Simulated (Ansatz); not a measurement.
Gd (hcp, Mg type)

```xyz
2
Lattice="3.6392 0.0000 0.0000 -1.8196 3.1517 0.0000 0.0000 0.0000 5.9092" Properties=species:S:1:pos:R:3 pbc="T T T"
Gd     0.0000     2.1011     4.4319
Gd     1.8196     1.0506     1.4773
```

Scan: atom 2 (Gd, nearest neighbour Gd at 3.626 Å; its periodic images, 3.6 Å or more away, move with it) is displaced along Cartesian x, direction (1.000, 0.000, 0.000) in Cartesian axes, by s. The other atoms stay.

Method: r2SCAN (plane waves to 500 eV, PAW, scalar-relativistic; Ansatz, a first-principles code). k mesh 12×12×7 (Γ-centred), Fermi-Dirac smearing 0.05 eV. With partly filled bands, energies and forces of such displacements shift with the k mesh and the smearing. F∥ is the force on the atom along that direction. F⊥ is the part of the force across the line. Gd was relaxed with its symmetry unable to fall. Relaxed Gd ends ferromagnetic. The magnetic order is the one the run started from; other orders were not tried. The filling of the f shell was not checked against other fillings, so treat energies with care. 

```json
[
 {"s (Å)": "-1.090", "F∥ (eV/Å)": "(withheld)", "|F⊥| (eV/Å)": "(withheld)"},
 {"s (Å)": "-0.872", "F∥ (eV/Å)": "(withheld)", "|F⊥| (eV/Å)": "0.221"},
 {"s (Å)": "-0.654", "F∥ (eV/Å)": "0.509", "|F⊥| (eV/Å)": "0.134"},
 {"s (Å)": "-0.436", "F∥ (eV/Å)": "0.418", "|F⊥| (eV/Å)": "0.067"},
 {"s (Å)": "-0.218", "F∥ (eV/Å)": "0.246", "|F⊥| (eV/Å)": "(withheld)"},
 {"s (Å)": "0.000", "F∥ (eV/Å)": "0.000", "|F⊥| (eV/Å)": "0.000"},
 {"s (Å)": "0.218", "F∥ (eV/Å)": "-0.246", "|F⊥| (eV/Å)": "(withheld)"},
 {"s (Å)": "0.436", "F∥ (eV/Å)": "-0.418", "|F⊥| (eV/Å)": "0.067"},
 {"s (Å)": "0.654", "F∥ (eV/Å)": "-0.509", "|F⊥| (eV/Å)": "0.134"},
 {"s (Å)": "0.872", "F∥ (eV/Å)": "(withheld)", "|F⊥| (eV/Å)": "0.221"},
 {"s (Å)": "1.090", "F∥ (eV/Å)": "(withheld)", "|F⊥| (eV/Å)": "(withheld)"}
]
```

Complete the blanks.


- -1.090, F∥ (eV/Å): 0.307
- -1.090, |F⊥| (eV/Å): 0.343
- -0.872, F∥ (eV/Å): 0.480
- -0.218, |F⊥| (eV/Å): 0.026
- 0.218, |F⊥| (eV/Å): 0.026
- 0.872, F∥ (eV/Å): -0.480
- 1.090, F∥ (eV/Å): -0.307
- 1.090, |F⊥| (eV/Å): 0.343

(A displaced cell: forces are minus the slopes of the energy, force constants its curvatures, and phonons follow from these.)
